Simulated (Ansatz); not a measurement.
Input:

Ni$_{3}$Sn:
```
CELL_PARAMETERS angstrom
      0.00000     2.92325     2.92325
      2.92325     0.00000     2.92325
      2.92325     2.92325     0.00000
ATOMIC_POSITIONS crystal
  Ni 0.50000 0.50000 0.50000
  Sn 0.00000 0.00000 0.00000
  Ni 0.25000 0.25000 0.25000
  Ni 0.75000 0.75000 0.75000
```

This is the PBEsol-relaxed structure.

### Question
All from PBEsol in the plane-wave PAW code Ansatz, unless another level is named. Give the density of states at the Fermi level.

### Answer
0.67 states/eV per atom (mean over ±0.08 eV).

### Question
Predict the formation energy from the elements (no fitted shifts).

### Answer
-0.16 eV/atom.

Space group Fm-3m. The workflow started from an entry of the Crystallography Open Database (COD), which files this formula under 3 space groups. Whether it is the stable phase at ambient conditions was not checked. Symmetry was held in the PBEsol relaxation. At this level the phase is mechanically unstable. The workflow began spin-polarised and lost its moments. The references are the lowest solids computed at this level, not always the standard phases. Spin–orbit coupling is left out wherever it is not named.

Potentials: the later of the program's two PAW sets.
